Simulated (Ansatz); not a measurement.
This log comes from Ansatz, run on In₄SbAs₃, ordered on the zincblende lattice (Amm2) with 8 atoms a cell. The geometry is the r2SCAN minimum.

The cell:
```
As Sb In
1.0
     4.39973    0.00000    0.00000
     0.00000    4.40485    6.22512
     0.00000   -4.40485    6.22512
As Sb In
3 1 4
Cartesian
  0.0000 0.0000 0.0015
  2.1999 -2.2121 3.1121
  2.1999 2.2121 3.1121
  0.0000 0.0000 6.2316
  2.1999 0.0000 10.9067
  0.0000 2.2828 7.8319
  0.0000 -2.2828 7.8319
  2.1999 0.0000 4.5479
```

Output, abridged:
```
scf.n_extra_bands = 6 over 56 filled bands (N_el = 112.0): the run solves 62 bands
Crystal: 8 atoms, lattice volume = 241.287 Å³
Basis set: ecut = 500 eV, 6055 PW (Γ)
Symmetry: 4 space group operations
Space group: Amm2 (ITA 38)
k-points: 28 of 96 (time reversal used)
preconditioner: auto → Resta (q_TF=auto, 2.401 Å⁻¹)  ε∞=3.3  [σ=0.020 eV  ℏωp=20.3 eV]
Free energy (F): -43542.788839 eV
Internal energy: -43542.788603 eV  (E = F + TS)
E sigma→0 (E₀):  -43542.788721 eV
Entropy (-TS):   -0.000236 eV (-0.029 meV/atom)
Fermi energy:    7.197138 eV
--- Forces (eV/Å), atoms counted from 1 ---
  atom   1  As      0.00000      0.00000    -0.00036
  atom   2  As      0.00000    -0.00045      0.00010
  atom   3  As      0.00000      0.00045      0.00010
  atom   4  Sb      0.00000      0.00000      0.00033
  atom   5  In      0.00000      0.00000    -0.00029
  atom   6  In      0.00000    -0.00012      0.00025
  atom   7  In      0.00000      0.00012      0.00025
  atom   8  In      0.00000      0.00000    -0.00037
--- Stress (GPa, compression-positive) ---
       -0.004205       0.000000       0.000000
        0.000000      -0.003715       0.000000
        0.000000       0.000000      -0.003071
  P = ⅓ Tr σ = -0.0037 GPa (-0.037 kbar)
--- Band table (eV; the first three rows and the last of 28) ---
  k-point 0: bands = […, 6.0373, 6.0749, 6.2213, 6.9092, 7.0987, 7.1386, 7.2494, 7.9994, 8.4566, 9.0484, …]
  k-point 1: bands = […, 5.4687, 5.7666, 6.1489, 6.2096, 6.9508, 7.0776, 7.9831, 8.4167, 8.9939, 9.4864, …]
  k-point 2: bands = […, 5.2023, 5.4246, 6.2961, 6.2975, 6.7304, 6.8775, 8.1550, 8.6759, 9.3509, 9.7795, …]
  k-point 27: bands = […, 4.7927, 4.8249, 5.8864, 6.1209, 6.1700, 6.3341, 7.9516, 8.2956, 8.9091, 8.9479, …]
```

Levels at the listed points, from bands.tsv (eV from the Fermi energy, bands near the gap, counted from 0):
```tsv
# k_distance	band_51	band_52	band_53	band_54	band_55	band_56	band_57	band_58	band_59
# fermi_ev = 7.197138
# [0, 0, 0] at k_distance = 0.000000
# [0, 0.5, 0.5] at k_distance = 0.504664
# [0, 0.6248281352, 0.3751718648] at k_distance = 0.682722
# [0, 0.3751718648, -0.3751718648] at k_distance = 1.300948
# [0.5, 0, 0] at k_distance = 2.193275
# [0.5, 0.3751718648, -0.3751718648] at k_distance = 2.728429
# [0.5, 0.6248281352, 0.3751718648] at k_distance = 3.346656
# [0.5, 0.5, 0.5] at k_distance = 3.524714
# [0, 0.5, 0] at k_distance = 4.361789
# [0, 0.075034373, -0.075034373] at k_distance = 4.716697
# [0, 0.05, 0] at k_distance = 4.792396
# [0, 0.0375171865, -0.0375171865] at k_distance = 4.823308
# levels_relative_to = fermi_ev
0.000	-1.122	-0.976	-0.288	-0.098	-0.059	0.052	0.802	1.259	1.851
0.505	-1.704	-1.539	-1.338	-1.321	-0.692	2.154	2.253	2.380	2.395
0.683	-1.751	-1.639	-1.446	-1.311	-0.487	2.094	2.259	2.313	2.839
1.301	-1.751	-1.639	-1.446	-1.311	-0.487	2.094	2.259	2.313	2.839
2.193	-2.878	-2.773	-2.754	-1.353	-0.944	2.346	2.764	4.016	4.095
2.728	-2.369	-2.002	-1.617	-1.238	-1.195	1.506	1.672	1.975	2.177
3.347	-2.369	-2.002	-1.617	-1.238	-1.195	1.506	1.672	1.975	2.177
3.525	-2.372	-1.311	-1.076	-1.027	-0.863	0.755	1.098	1.712	1.751
4.362	-1.773	-0.901	-0.900	-0.467	-0.320	0.958	1.479	2.154	2.582
4.717	-1.242	-1.000	-0.865	-0.182	0.030	0.438	0.952	1.400	2.015
4.792	-1.132	-0.979	-0.483	-0.084	0.044	0.095	0.833	1.290	1.883
4.823	-1.157	-0.982	-0.548	-0.095	0.047	0.149	0.842	1.297	1.912
```
In order the rows are Γ, Y, C₀, Σ₀, Z, A₀, E₀, T, S, Σ₀–Γ (0.80), Γ–S (0.10), Σ₀–Γ (0.90).

Question: Reconstruct the input.

Answer:
```yaml
crystal:
  # lattice and atoms as above
kpoints:
  mp_grid: { grid: [6, 4, 4] }
  band_path:
    path:
      - [0.0, 0.0, 0.0]
      - [0.0, 0.5, 0.5]
      - [0.0, 0.6248281352, 0.3751718648]
      - [0.0, 0.3751718648, -0.3751718648]
      - [0.5, 0.0, 0.0]
      - [0.5, 0.3751718648, -0.3751718648]
      - [0.5, 0.6248281352, 0.3751718648]
      - [0.5, 0.5, 0.5]
      - [0.0, 0.5, 0.0]
      - [0.0, 0.075034373, -0.075034373]
      - [0.0, 0.05, 0.0]
      - [0.0, 0.0375171865, -0.0375171865]
    npoints: 1
hamiltonian:
  xc: r2scan
scf:
  occupations: { method: fermi_dirac, width: 0.02 }
  n_extra_bands: 6
output:
  forces: true
  stress: true
  eigenvalues: true
```
The cutoff of 500 eV is the one that these potentials recommend for a meta-GGA. The stress vanishes on a cell relaxed with r2SCAN. A single point prints forces and stress when the output block asks for them. Close relatives of this functional can't be ruled out from these lines alone. Not every key shows in the log; this is the file that was used, less any keys that only write grids.

r2SCAN shows no clear gap: PBE's bands cross or nearly cross beside Γ–S (0.10 of the way from Γ), and the 0.05 eV read at that one point says little, since a crossing moves with the functional.

Run as `ansatz run input.yaml --threads 4 --pin off --max-ram 6451MiB --backend cpu --events-out ev --progress --plain --runs-dir out`. It took 35 s on 4 threads of Arm Neoverse V1, with other jobs on the host; peak host memory 1.3 GiB.

Spin-unpolarised throughout. Whether this structure exists isn't addressed.

Spin-orbit coupling is left out, which matters wherever the heavy atoms make up the band edges.
